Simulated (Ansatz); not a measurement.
IrW:
```yaml
crystal:
  lattice:
    - [0.00000, 2.60071, 2.60071]
    - [2.60071, 0.00000, 2.60071]
    - [2.60071, 2.60071, 0.00000]
  atoms:
    - { symbol: Ir, position: [0.00000, 0.00000, 0.00000] }
    - { symbol: W, position: [0.50000, 0.50000, 0.50000] }
```

Relaxed with PBE. Special points in fractions of this cell's reciprocal vectors: Γ (0.000, 0.000, 0.000); X (0.500, 0.000, 0.500); U (0.625, 0.250, 0.625); K (0.375, 0.375, 0.750); L (0.500, 0.500, 0.500); W (0.500, 0.250, 0.750).

List the band energies nearest the Fermi level at these points for PBE with spin–orbit coupling in the plane-wave PAW code Ansatz.

In eV from the Fermi level; about four levels below and three above (degenerate sets whole), none deeper than 8.9 eV; points with the same levels are listed once.

```csv
k,below,above
Γ,-5.28 -5.28 -5.28 -5.28 -4.87 -4.87,2.24 2.24 2.24 2.24
X,-1.59 -1.59 -1.42 -1.42,0.71 0.71 1.05 1.05
U,-2.24 -2.24 -0.29 -0.29,0.34 0.34 0.78 0.78
L,-1.86 -1.86 -0.80 -0.80,0.05 0.05 0.45 0.45
W,-1.82 -1.82 -1.63 -1.63,0.69 0.69 0.86 0.86
```

Space group Fm-3m (rock salt). The start of the workflow was typed in or built on a structure type; neither database checked (COD, Materials Project) lists it. COD files the formula under space group No. 51. Its standing as an ambient phase is unchecked. The PBE relaxation kept the symmetry of its start; its stability against distortions is not shown here. The run is not spin-polarised. The volume moved by 18 % from the start of the relaxation. Its formation energy is positive at this level, so the cell may be metastable or incomplete.

Potentials: the earlier of the program's two PAW sets.
